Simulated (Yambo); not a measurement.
Yambo run on BaMg₂FeH₈ (space group P-3m1, No. 164). The wavefunctions are LDA (Quantum ESPRESSO, PseudoDojo norm-conserving, 90 Ry, without SOC) ones on a 3×3×2 mesh (27 occupied bands); a = b = 4.5565 Å, c = 6.9699 Å, α = β = 90.00°, γ = 120.00°.

Yambo input:

```
rim_cut
gw0
dyson
el_el_corr
HF_and_locXC
ppa
em1d
RandQpts= 1000000
RandGvec= 1 Ry
EXXRLvcs= 90 Ry
VXCRLvcs= 360 Ry
Chimod= "HARTREE"
% BndsRnXp
 13 | 234 |
%
NGsBlkXp= 8 Ry
% LongDrXp
 1.0 | 1.0 | 1.0 |
%
PPAPntXp= 27.2114 eV
% GbndRnge
 1 | 150 |
%
GTermKind= "BG"
DysSolver= "n"
ExtendOut
% QPkrange
 3 | 3 | 27 | 28 |
 6 | 6 | 27 | 27 |
%
```

k points by index: 3 = (0, 0.333, 0), 6 = H.

Resulting energies as the program prints them:

```
#    K-point    Band    Eo [eV]    E [eV]    E-Eo [eV]    Vxc [eV]    Vnlxc [eV]    Sc|Eo [eV]    Sc|E [eV]    dSc/dw|Eo [eV]    Re(Z)    Im(Z)
#
    3    27    -0.185856    -0.292702    -0.106846    -23.70998    -29.00599    5.147946    5.189173    -10.48279    0.721895    -0.001651
    3    28    1.591268    2.489022    0.897754    -16.54616    -11.52695    -3.870354    -4.121458    -7.609962    0.781454    -0.001506
    6    27    0.000000    -0.069701    -0.069701    -24.97988    -30.61594    5.538795    5.566364    -10.73714    0.717057    -0.001583
```
(The two width columns are left out.) Convergence of these settings isn't established.

Geometry of the Materials Project entry, not relaxed at this level.

The structure is a Materials Project entry; no match was found in the copy of COD used, and its stability was not checked.

The runs are not spin-polarised; magnetic order was not tried.
